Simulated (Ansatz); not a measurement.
Relaxation of a generated cell, YNiO3 built in the GdFeO3 structure type; 20 atoms in the cell, which starts as Pnma (No. 62), oP20; a = 5.4006 Å, b = 7.6202 Å, c = 5.3825 Å, α = β = γ = 90.00°. The numbers are results of PBEsol (plane waves to 420 eV, PAW, scalar-relativistic; Ansatz, a program for electronic structure), not measurements. Γ-centred k-mesh 4×3×4 on the run's cell (coarser than for final values), Fermi–Dirac smearing 0.05 eV. This is the first round of the run. Spin-polarised start, with parallel moments on Ni.

The optimiser's lines from the output (shortened; P is positive under compression):

```
relax step   1: F+E_penalty+E_count = -45143.12472285 eV  Δ(F+E_penalty+E_count) = +0.000e0 eV  max|allowed force component| = 9.546e-1 eV/Å  Δτ_max = 0.0000 Å  P = -15.020 GPa  Ω = 221.509 Å³  (31 SCF iters, dr2 threshold 1.00e-7 eV, accepted)
relax step   2: F+E_penalty+E_count = -45145.06405541 eV  Δ(F+E_penalty+E_count) = -1.939e0 eV  max|allowed force component| = 3.691e-1 eV/Å  Δτ_max = 0.1950 Å  P = +0.270 GPa  Ω = 204.856 Å³  (11 SCF iters, dr2 threshold 2.00e-6 eV, accepted)
relax step   3: F+E_penalty+E_count = -45145.24875261 eV  Δ(F+E_penalty+E_count) = -1.847e-1 eV  max|allowed force component| = 2.003e-1 eV/Å  Δτ_max = 0.1094 Å  P = +3.039 GPa  Ω = 202.843 Å³  (9 SCF iters, dr2 threshold 2.00e-6 eV, accepted)
relax step   4: F+E_penalty+E_count = -45145.34200778 eV  Δ(F+E_penalty+E_count) = -9.326e-2 eV  max|allowed force component| = 1.010e-1 eV/Å  Δτ_max = 0.0369 Å  P = +1.851 GPa  Ω = 204.537 Å³  (25 SCF iters, dr2 threshold 2.00e-6 eV, accepted)
relax step   5: F+E_penalty+E_count = -45145.32685930 eV  Δ(F+E_penalty+E_count) = +1.515e-2 eV  max|allowed force component| = 2.408e-1 eV/Å  Δτ_max = 0.0576 Å  P = -0.709 GPa  Ω = 207.334 Å³  (10 SCF iters, dr2 threshold 2.00e-6 eV, rejected (line search))
relax step   6: F+E_penalty+E_count = -45145.35853007 eV  Δ(F+E_penalty+E_count) = -1.652e-2 eV  max|allowed force component| = 2.596e-2 eV/Å  Δτ_max = 0.0237 Å  P = -0.119 GPa  Ω = 206.601 Å³  (15 SCF iters, accepted)
relax step   7: F+E_penalty+E_count = -45145.35952931 eV  Δ(F+E_penalty+E_count) = -9.992e-4 eV  max|allowed force component| = 2.316e-3 eV/Å  Δτ_max = 0.0035 Å  P = -0.001 GPa  Ω = 206.488 Å³  (10 SCF iters, dr2 threshold 4.21e-8 eV, accepted)
relax step   8: F+E_penalty+E_count = -45145.35954782 eV  Δ(F+E_penalty+E_count) = -1.851e-5 eV  max|allowed force component| = 5.436e-4 eV/Å  Δτ_max = 0.0004 Å  P = +0.001 GPa  Ω = 206.486 Å³  (8 SCF iters, dr2 threshold 1.48e-9 eV, accepted)
relax step   9: F+E_penalty+E_count = -45145.31935521 eV  Δ(F+E_penalty+E_count) = +4.019e-2 eV  max|allowed force component| = 1.011e-3 eV/Å  Δτ_max = 0.0000 Å  P = -0.358 GPa  Ω = 206.486 Å³  stress off target by 4.93e-1 GPa  SCF on the basis re-selected at this cell (its energy is not comparable with the rows above)  (13 SCF iters)
relax step  10: F+E_penalty+E_count = -45145.32214782 eV  Δ(F+E_penalty+E_count) = -2.793e-3 eV  max|allowed force component| = 5.159e-3 eV/Å  Δτ_max = 0.0026 Å  P = +0.043 GPa  Ω = 206.098 Å³  (9 SCF iters, dr2 threshold 6.08e-7 eV, accepted)
relax step  11: F+E_penalty+E_count = -45145.32203720 eV  Δ(F+E_penalty+E_count) = +1.106e-4 eV  max|allowed force component| = 2.189e-3 eV/Å  Δτ_max = 0.0017 Å  P = +0.003 GPa  Ω = 206.130 Å³  (8 SCF iters, dr2 threshold 1.82e-8 eV, accepted)
relax step  12: F+E_penalty+E_count = -45145.32026151 eV  Δ(F+E_penalty+E_count) = +1.776e-3 eV  max|allowed force component| = 2.184e-3 eV/Å  Δτ_max = 0.0000 Å  P = -0.006 GPa  Ω = 206.130 Å³  stress off target by 2.88e-2 GPa  SCF on the basis re-selected at this cell (its energy is not comparable with the rows above)  (8 SCF iters)
relax step  13: F+E_penalty+E_count = -45145.32029143 eV  Δ(F+E_penalty+E_count) = -2.992e-5 eV  max|allowed force component| = 3.748e-4 eV/Å  Δτ_max = 0.0005 Å  P = +0.000 GPa  Ω = 206.126 Å³  (7 SCF iters, dr2 threshold 2.08e-9 eV, accepted)
relax step  14: F+E_penalty+E_count = -45145.32013184 eV  Δ(F+E_penalty+E_count) = +1.596e-4 eV  max|allowed force component| = 3.794e-4 eV/Å  Δτ_max = 0.0000 Å  P = +0.000 GPa  Ω = 206.126 Å³  stress off target by 3.14e-3 GPa  SCF on the basis re-selected at this cell (its energy is not comparable with the rows above)  (6 SCF iters)
```

From the first to the last row the energy changes by -0.11 eV/atom and the volume by -6.9 %. The last row is marked as not comparable with the walk above it, whose basis was carried along; it does compare with step 1, since both stand on a basis selected at the nominal cutoff for their own cell.

Step 5 was rejected by the optimiser.

Later rounds, restarted from the end of this one on a renewed k-mesh, logged 5 more steps and released under 0.01 eV/atom more. The final structure after all rounds: Pnma (No. 62), oP20, AFLOW prototype AB3C_oP20_62_c_cd_a (as in CaTiO3); a = 5.495 Å, b = 7.316 Å, c = 5.128 Å, α = β = γ = 90.00°. Between re-selections the logged energies stand on a plane-wave basis carried along with the cell. Spin state reached: ferromagnetic (net 0.15 μB/atom), from parallel starting moments; other spin orders were not run from this start. The d or f electrons are treated with no Hubbard U. A magnetic insulating state can be missed without it.

The run could not lose the symmetry of its start.

The first start was generated by placing the elements on the sites of a structure type. Materials Project lists a structure of YNiO3 in the same space group, Pnma (No. 62); the sites were not compared with it, nor with measured phases.
